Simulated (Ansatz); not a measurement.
A relaxed structure of Si2Ni is spoiled in several ways and relaxed again each time (noise and exchanges are one random draw each; squeezed and stretched starts keep its symmetry, which their runs cannot lower; pressure is positive under compression). These are PBE (plane waves to 420 eV, PAW, scalar-relativistic; Ansatz, a quantum-chemistry and plane-wave program) values and carry that method's errors.

Space group Fm-3m (No. 225); a = 5.444 Å, b = 5.444 Å, c = 5.444 Å, α = 90.00°, β = 90.00°, γ = 90.00°

```tsv
atom	site	symmetry	x	y	z
Ni	4a	m-3m	0.0000	0.0000	0.0000
Si	8c	-43m	0.2500	0.2500	0.2500
```
(The calculation used a cell of 3 atoms; values per cell refer to that cell.)

```csv
change,first pressure (GPa),largest first force (eV/Å),released (eV/atom),moves,outcome,final group,E − E(parent) (eV/atom)
with one Ni and one Si atom exchanged in a cell of 6 atoms,7,1.9,0.24,16,trapped higher,R3m,+0.22
with every coordinate shifted by Gaussian noise of σ = 0.45 Å,39,6.9,1.10,11,returns to the parent,Fm-3m,0.00
squeezed uniformly to 80 % of its volume,…,0.0,…,10,…,…,…
```

Fill in the missing entries.


- squeezed uniformly to 80 % of its volume, first pressure (GPa): 55
- squeezed uniformly to 80 % of its volume, released (eV/atom): 0.37
- squeezed uniformly to 80 % of its volume, outcome: returns to the parent
- squeezed uniformly to 80 % of its volume, final group: Fm-3m
- squeezed uniformly to 80 % of its volume, E − E(parent) (eV/atom): 0.00

First-step values come from each run's starting, coarser k-mesh (7×7×7, 8×8×8). Each cell has its own k-point mesh; energy differences are given only to the digits this allows. No spin polarisation in the result. A magnetic state may lie lower.
